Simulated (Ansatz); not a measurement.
GaAs (CsCl type, Pm-3m) under volume change, PBEsol (plane waves, PAW; program Ansatz), scaled uniformly.

| V (Å³/atom) | E − E(relaxed) (meV/atom) | P (GPa) |
|---|---|---|
| 16.532 | 39.7 | 8.37 |
| 17.077 | (withheld) | (withheld) |
| 17.622 | (withheld) | (withheld) |
| 18.167 | 0.0 | 0.00 |
| 18.712 | 3.6 | -2.06 |
| 19.257 | 13.7 | -3.83 |
| 19.802 | 29.3 | -5.30 |

### Question
What belongs in the gaps?

### Answer

- 17.622, E − E(relaxed) (meV/atom): 3.9
- 17.622, P (GPa): 2.36
- 17.077, E − E(relaxed) (meV/atom): 16.6
- 17.077, P (GPa): 5.21

### Question
What does a third-order Birch–Murnaghan fit give for V₀, B₀ and B′?

### Answer
V₀ = 18.17 Å³/atom, B₀ = 73.5 GPa, B′ = 4.1.

A made-up cell: these elements were put on the sites of a structure type; neither database checked (COD, Materials Project) lists it. It is not the phase usual at ambient conditions (space group No. 216). The cell was relaxed with PBEsol under the symmetry of its start. At this level the phase is mechanically unstable. Scalar-relativistic: spin–orbit coupling is off unless named, which matters more the heavier the elements.

Potentials: the later of the program's two PAW sets.
